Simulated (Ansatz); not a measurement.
B (simple cubic, space group No. 221) under volume change, DFT-PBE in the program Ansatz with PAW potentials, scaled uniformly.

| V (Å³/atom) | E − E(relaxed) (meV/atom) | P (GPa) |
|---|---|---|
| 6.098 | … | … |
| 6.299 | 19.4 | 16.19 |
| 6.500 | 4.6 | 7.54 |
| 6.701 | 0.0 | 0.00 |
| 6.902 | 4.2 | -6.57 |
| 7.103 | 16.1 | -12.29 |
| 7.304 | … | … |

Question: Complete the blanks.

Answer: 
- 7.304, E − E(relaxed) (meV/atom): 34.7
- 7.304, P (GPa): -17.26
- 6.098, E − E(relaxed) (meV/atom): 45.8
- 6.098, P (GPa): 26.14

Question: What does a third-order Birch–Murnaghan fit give for V₀, B₀ and B′?

Answer: V₀ = 6.70 Å³/atom, B₀ = 234 GPa, B′ = 3.6.

Space group Pm-3m (simple cubic). A made-up cell: these elements were put on the sites of a structure type; neither database checked (COD, Materials Project) lists it. It is not the phase usual at ambient conditions (space group No. 166). The cell was relaxed with PBE under the symmetry of its start; its stability against distortions is not shown here.

Potentials: the earlier of the program's two PAW sets.
